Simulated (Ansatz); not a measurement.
Consider the following.

GaPt:
```xyz
8
Lattice="4.9193 0.0000 0.0000 0.0000 4.9193 0.0000 0.0000 0.0000 4.9193" Properties=species:S:1:pos:R:3 pbc="T T T"
Ga     0.4566     0.4566     0.4566
Ga     2.0031     4.4628     2.9162
Ga     2.9162     2.0031     4.4628
Ga     4.4628     2.9162     2.0031
Pt     1.9628     1.9628     1.9628
Pt     0.4969     2.9565     4.4225
Pt     4.4225     0.4969     2.9565
Pt     2.9565     4.4225     0.4969
```

This is the r²SCAN-relaxed structure.

**Question.** All from r²SCAN in the plane-wave PAW code Ansatz, unless another level is named. Estimate the formation energy from the elements (no fitted shifts).

**Answer.** -0.68 eV/atom.

**Question.** Give the density of states at the Fermi level.

**Answer.** 0.19 states/eV per atom (mean over ±0.08 eV).

**Question.** Next, the gap with spin–orbit coupling?

**Answer.** none (metallic).

Space group P2_13. The first step of the workflow began from a Materials Project structure, measured or hypothetical; the Crystallography Open Database copy checked does not list it. With Ga and Pt taken as one species the cell has the higher symmetry Pa-3, so it may be an ordered model of a mixed-site phase. Whether it is the stable phase at ambient conditions was not checked. Symmetry was held in the r²SCAN relaxation; of distortions, only those at the zone centre were tested. The run is not spin-polarised. The references are the lowest solids computed at this level, not always the standard phases. Spin–orbit coupling is left out wherever it is not named.

Potentials: the earlier of the program's two PAW sets.
